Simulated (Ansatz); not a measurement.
Sn$_{2}$Pt (fluorite or antifluorite type, Fm-3m), the program Ansatz at the PBEsol level (PAW), all energies at zero smearing, with the estimated change up to a 700 eV cutoff added, with one set of potentials and settings (totals compare only within such a set). Cell of 3 atoms (2 Sn, 1 Pt): -24284.777 eV.

| element | reference phase | E (eV/atom) |
|---|---|---|
| Sn | I4_1/amd, 2 atoms in the cell | -5949.7830 |
| Pt | Fm-3m, 1 atoms in the cell | -12383.8180 |

Formation energy per atom, worked out: (-24284.777 − 2×(-5949.7830) − 1×(-12383.8180))/3 = -0.464 eV/atom (-45 kJ per mol of atoms), at 0 K, without zero-point energy or fitted corrections.

The workflow started from a Materials Project entry (that database holds measured and hypothetical structures alike); the Crystallography Open Database files this formula in space group No. 225, but the cells were not matched. Whether it is the stable phase at ambient conditions was not checked. Symmetry was held in the PBEsol relaxation; of distortions, only those at the zone centre were tested. No spin polarisation was allowed. The references are the lowest solids computed at this level, not always the standard phases. Scalar-relativistic: spin–orbit coupling is off unless named, which matters more the heavier the elements.

Potentials: the later of the program's two PAW sets.
